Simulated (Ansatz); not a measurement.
## Straining SrCd2Sb2

Level of theory: DFT PBEsol, scalar-relativistic, plane waves, PAW (Ansatz). (420 eV cutoff, 12×12×6 k-mesh, Gaussian smearing of 0.10 eV, no spin polarisation)

Starting point, cell and atoms relaxed:

```xyz
5
Lattice="4.7010 0.0000 0.0000 -2.3505 4.0712 0.0000 0.0000 0.0000 7.7346" Properties=species:S:1:pos:R:3 pbc="T T T"
Sr    0.0000    0.0000    0.0000
Cd    0.0000    2.7141    4.8866
Cd    2.3505    1.3571    2.8480
Sb    0.0000    2.7141    1.9290
Sb    2.3505    1.3571    5.8056
```

Deformation: biaxial strain in the a-b plane, with the length and tilt of c and the atoms relaxed, all within the symmetry that the strain leaves. Energies are extrapolated to zero smearing. Gaps are Kohn–Sham gaps over the whole zone.

Spin-orbit coupling is left out, which matters for the bands and energies of heavy elements.

```
strain (%)  ΔE (meV/atom) a (Å) b (Å) c (Å) gap (eV)
      -3.0           16.5  4.560  4.560  7.914      0.37
      -2.0            7.1  4.607  4.607  7.854      0.24
      -1.0            1.7  4.654  4.654  7.794      0.11
      +0.0            0.0  4.701  4.701  7.735     metal
      +1.0            1.6  4.748  4.748  7.674     metal
      +2.0            6.3  4.795  4.795  7.615     metal
      +3.0           14.0  4.842  4.842  7.555     metal
```

What stiffness (1/V) d²E/dε² at zero strain does a cubic fit over all points give?

A cubic fit gives (1/V) d²E/dε² = 184 GPa at zero strain (twice the biaxial modulus).

How does the free axis c answer a small strain?

Between the innermost points its strain is -0.78 times the applied one.